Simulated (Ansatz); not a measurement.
A geometry of Mo away from equilibrium: the start of the relaxation of a randomly generated symmetric cell of Mo (space group No. 63). All values below come from PBE (plane waves to 420 eV, PAW, scalar-relativistic; Ansatz, a program for electronic structure). Γ-centred k-mesh 12×12×7 on the run's cell (coarser than for final values), Fermi–Dirac smearing 0.05 eV.

```xyz
4
Lattice="1.3729 -5.2468 0.0000 1.3729 5.2468 0.0000 0.0000 0.0000 4.6459" Properties=species:S:1:pos:R:3:forces:R:3 pbc="T T T" free_energy=-19820.259 pressure_GPa=5.5
Mo     1.3729     2.6210     1.1615    0.0000    0.3695    0.0000
Mo     1.3729    -2.6210     3.4844    0.0000   -0.3695    0.0000
Mo     1.3729    -5.1395     1.1615    0.0000    1.1884    0.0000
Mo     1.3729     5.1395     3.4844    0.0000   -1.1884    0.0000
```

Positions in Å, forces in eV/Å, free energy of the cell in eV (comparable only within this code, potentials and settings). Largest force: 1.19 eV/Å, on Mo3, Mo4 (atoms numbered as listed); the geometry lies 0.42 eV/atom above the end of its relaxation.

No spin polarisation in the result.

The run could not lose the symmetry of its start, so the end can be a saddle point.

The end of the path is a generated cell of Mo: the first start was made by a random draw of sites in a space group, and the end was not matched to a known phase here, so it may be hypothetical. Known forms of Mo include space group No. 229.
